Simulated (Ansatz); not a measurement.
Geometry optimisation in Ansatz: input, command and trajectory.

```yaml
crystal:
  lattice:
    - [4.8580457907, 0.0, 0.0]
    - [-2.4290228953, 4.2071910675, 0.0]
    - [0.0, 0.0, 3.919559672]
  atoms:
    - { symbol: Li, position: [0.5, 0.0, 0.0] }
    - { symbol: Li, position: [0.5, 0.5, 0.0] }
    - { symbol: Li, position: [0.0, 0.5, 0.0] }
    - { symbol: Nb, position: [0.0, 0.0, 0.0] }
    - { symbol: Nb, position: [0.3333333333, 0.6666666667, 0.5] }
    - { symbol: Nb, position: [0.6666666667, 0.3333333333, 0.5] }
basis:
  ecutwfc: 420
kpoints:
  mp_grid: { grid: [6, 6, 4] }
hamiltonian:
  xc: pbe
scf:
  occupations: { method: gaussian, width: 0.1 }
  lower_state_search: "off"
output:
  forces: true
  stress: true
  eigenvalues: true
relax:
  adjacent_minimum: "off"
  f_tol: 0.04
  max_steps: 70
  cell: { stress_tol: 0.4 }
```

```bash
ansatz run input.yaml --threads 1 --pin off --max-ram 2560MiB --backend cpu --events-out ev --progress --plain --runs-dir out
```

Computed with DFT PBE, scalar-relativistic, plane waves, PAW (Ansatz 0.2.0).

Of 6 frames 6 are shown, positions in Å and forces in eV/Å; the SCF threshold varies from step to step. Steps run on the plane waves of an earlier cell, with a Pulay correction in the pressure. The basis is chosen afresh for the last frame, the zero of the energies, and at times for earlier ones too; energy and pressure step there, also at an unchanged geometry.

```xyz
6
Lattice="4.8580 0.0000 0.0000 -2.4290 4.2072 0.0000 0.0000 0.0000 3.9196" Properties=species:S:1:pos:R:3:forces:R:3 pbc="T T T" step=1 free_energy_over_end_meV_per_atom=163.59 pressure_GPa=19.81
Li    2.4290    0.0000    0.0000    0.0000    0.0000    0.0000
Li    1.2145    2.1036    0.0000    0.0000    0.0000    0.0000
Li   -1.2145    2.1036    0.0000    0.0000    0.0000    0.0000
Nb    0.0000    0.0000    0.0000    0.0000    0.0000    0.0000
Nb    0.0000    2.8048    1.9598    0.0000    0.0000    0.0000
Nb    2.4290    1.4024    1.9598    0.0000    0.0000    0.0000
6
Lattice="5.0678 0.0000 0.0000 -2.5339 4.3888 0.0000 0.0000 0.0000 4.1096" Properties=species:S:1:pos:R:3:forces:R:3 pbc="T T T" step=2 free_energy_over_end_meV_per_atom=26.45 pressure_GPa=4.77
Li    2.5339    0.0000    0.0000    0.0000    0.0000    0.0000
Li    1.2670    2.1944    0.0000    0.0000    0.0000    0.0000
Li   -1.2670    2.1944    0.0000    0.0000    0.0000    0.0000
Nb    0.0000    0.0000    0.0000    0.0000    0.0000    0.0000
Nb    0.0000    2.9259    2.0548    0.0000    0.0000    0.0000
Nb    2.5339    1.4629    2.0548    0.0000    0.0000    0.0000
6
Lattice="5.1012 0.0000 0.0000 -2.5506 4.4177 0.0000 0.0000 0.0000 4.2544" Properties=species:S:1:pos:R:3:forces:R:3 pbc="T T T" step=3 free_energy_over_end_meV_per_atom=7.02 pressure_GPa=0.98
Li    2.5506    0.0000    0.0000    0.0000    0.0000    0.0000
Li    1.2753    2.2089    0.0000    0.0000    0.0000    0.0000
Li   -1.2753    2.2089    0.0000    0.0000    0.0000    0.0000
Nb    0.0000    0.0000    0.0000    0.0000    0.0000    0.0000
Nb    0.0000    2.9452    2.1272    0.0000    0.0000    0.0000
Nb    2.5506    1.4726    2.1272    0.0000    0.0000    0.0000
6
Lattice="5.0616 0.0000 0.0000 -2.5308 4.3835 0.0000 0.0000 0.0000 4.4011" Properties=species:S:1:pos:R:3:forces:R:3 pbc="T T T" step=4 free_energy_over_end_meV_per_atom=1.46 pressure_GPa=-0.19
Li    2.5308    0.0000    0.0000    0.0000    0.0000    0.0000
Li    1.2654    2.1917    0.0000    0.0000    0.0000    0.0000
Li   -1.2654    2.1917    0.0000    0.0000    0.0000    0.0000
Nb    0.0000    0.0000    0.0000    0.0000    0.0000    0.0000
Nb    0.0000    2.9223    2.2006    0.0000    0.0000    0.0000
Nb    2.5308    1.4612    2.2006    0.0000    0.0000    0.0000
6
Lattice="5.0312 0.0000 0.0000 -2.5156 4.3571 0.0000 0.0000 0.0000 4.4477" Properties=species:S:1:pos:R:3:forces:R:3 pbc="T T T" step=5 free_energy_over_end_meV_per_atom=0.76 pressure_GPa=-0.03
Li    2.5156    0.0000    0.0000    0.0000    0.0000    0.0000
Li    1.2578    2.1786    0.0000    0.0000    0.0000    0.0000
Li   -1.2578    2.1786    0.0000    0.0000    0.0000    0.0000
Nb    0.0000    0.0000    0.0000    0.0000    0.0000    0.0000
Nb    0.0000    2.9047    2.2238    0.0000    0.0000    0.0000
Nb    2.5156    1.4524    2.2238    0.0000    0.0000    0.0000
6
Lattice="5.0312 0.0000 0.0000 -2.5156 4.3571 0.0000 0.0000 0.0000 4.4477" Properties=species:S:1:pos:R:3:forces:R:3 pbc="T T T" step=6 free_energy_over_end_meV_per_atom=0.00 pressure_GPa=0.03
Li    2.5156    0.0000    0.0000    0.0000    0.0000    0.0000
Li    1.2578    2.1786    0.0000    0.0000    0.0000    0.0000
Li   -1.2578    2.1786    0.0000    0.0000    0.0000    0.0000
Nb    0.0000    0.0000    0.0000    0.0000    0.0000    0.0000
Nb    0.0000    2.9047    2.2238    0.0000    0.0000    0.0000
Nb    2.5156    1.4524    2.2238    0.0000    0.0000    0.0000
```

The start puts this composition into another compound's structure type, which needn't suit it. At the end the space group is P6/mmm (tolerance 0.05 Å).

The run took 34 s on 1 thread of Intel(R) Xeon(R) Platinum 8259CL CPU @ 2.50GHz (Skylake/Cascade Lake), on a shared host, peak memory 0.43 GiB.

The k mesh is coarse.